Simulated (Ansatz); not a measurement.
HfO₂ (tetragonal-ZrO2 type, space group P4_2/nmc)

```yaml
crystal:
  lattice:
    - [3.60443, 0.00000, 0.00000]
    - [0.00000, 3.60443, 0.00000]
    - [0.00000, 0.00000, 5.26427]
  atoms:
    - { symbol: Hf, position: [0.00000, 0.00000, 0.00000] }
    - { symbol: Hf, position: [0.50000, 0.50000, 0.50000] }
    - { symbol: O, position: [0.00000, 0.50000, 0.19324] }
    - { symbol: O, position: [0.00000, 0.50000, 0.69324] }
    - { symbol: O, position: [0.50000, 0.00000, 0.30676] }
    - { symbol: O, position: [0.50000, 0.00000, 0.80676] }
```

The slice is a (0 -1 1) plane (indices of the conventional cell) through the point (0.500, 0.000, 0.807) (fractional), spanned by u = [100] and v = [011] in vectors of this cell: u (3.60 Å) and v (6.38 Å, at 90° to u). It covers one period; positions are fractions (u, v).

Computed with PBE (plane waves to 420 eV, PAW, scalar-relativistic; Ansatz, a program for electronic structure). k mesh 9×9×6. These are valence fields of a PAW run, semicore shells included where kept as valence: close to a nucleus they are smooth pseudo fields. HfO2 is run without spin polarisation. HfO2 was relaxed with its symmetry unable to fall. Spin-orbit coupling is left out, though Hf is heavy. This is a high-temperature form of HfO2.

Problem. Predict the map of the electrostatic potential energy of an electron, from the cell's mean on the slice.

Solution. 
```
|xxxx5300035xxx|
|xxx787656787xx|
|xx78988888987x|
|55678999998765|
|00247899987420|
|00004799974000|
|xx00168986100x|
|xxx005898500xx|
|xxx005898500xx|
|xxx005898500xx|
|xx0036xxx6300x|
|00024xxxxx4200|
|0135xxxxxxx531|
|5678xxxxxxx876|
|8899xxxxxxx998|
|99987xxxxx7899|
|99875200025789|
|99740000000479|
|986100xxx00168|
|88500xxxxx0058|
|xx400xxxxx004x|
|xxx00xxxxx00xx|
|xxxx00xxx00xxx|
|xxxx1000001xxx|
```
Scale: ten equal steps from 1.00 (start of '0') to 9.98 (end of '9'), in the order '0123456789'. Values: electrostatic potential energy of an electron, from the cell's mean, in eV. The map has 14 points along u (one character each, u = 0 at the left) and 24 along v (v = 0 in the bottom row). Points within 0.9 Å of a nucleus are blanked (x), as the pseudised field means little there. Values under 1 eV are set to 1. The zero, the cell's mean, hangs on the PAW cores.
